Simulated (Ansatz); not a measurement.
CsH: energy along a strain

CsH, Fm-3m, a = 6.376 Å (as given, not relaxed at this level: -1.3 GPa). Ansatz: LDA, PAW, 420 eV, Γ-centred 8×8×8 mesh on 2 atoms, Gaussian smearing 0.05 eV; no spin polarisation. Cell vectors (Å): 0.000 3.188 3.188; 3.188 0.000 3.188; 3.188 3.188 0.000. The cell is strained by x per cent times the pattern (0 0 0 0 0 1) in the order xx yy zz yz xz xy (engineering shears), with fractional coordinates held. y is the free energy over the start, V0 = 32.401 Å³/atom. Symmetry makes y even in x. Points with a strain past 8.5 % were computed too (2) and aren't used here.

```
x (%) y (meV/atom)
-5.00          1.23
 0.00          0.00
 1.25          0.08
 2.50          0.31
 3.75          0.69
 6.25          1.92
 7.50             ?
```

Question: Fit y = c2 x² + c4 x⁴ to the other rows, get the stiffness along the pattern, and predict the missing energy.

Answer: Least squares on the rows shown. y = 0.04926 x² − 2.721×10⁻⁶ x⁴. The clamped-ion stiffness p·C·p = 2 × 0.4926 eV × 160.2 / 32.401 Å³ = 4.9 GPa, which is C66 in these axes (C44 of the cubic crystal) (second derivative at the start, which stands under stress). At x = 7.50 the fit asked for gives 2.76 meV/atom. The run gave 2.77 meV/atom, so the fit is 0.01 meV/atom too low, a small miss on the scale of the series.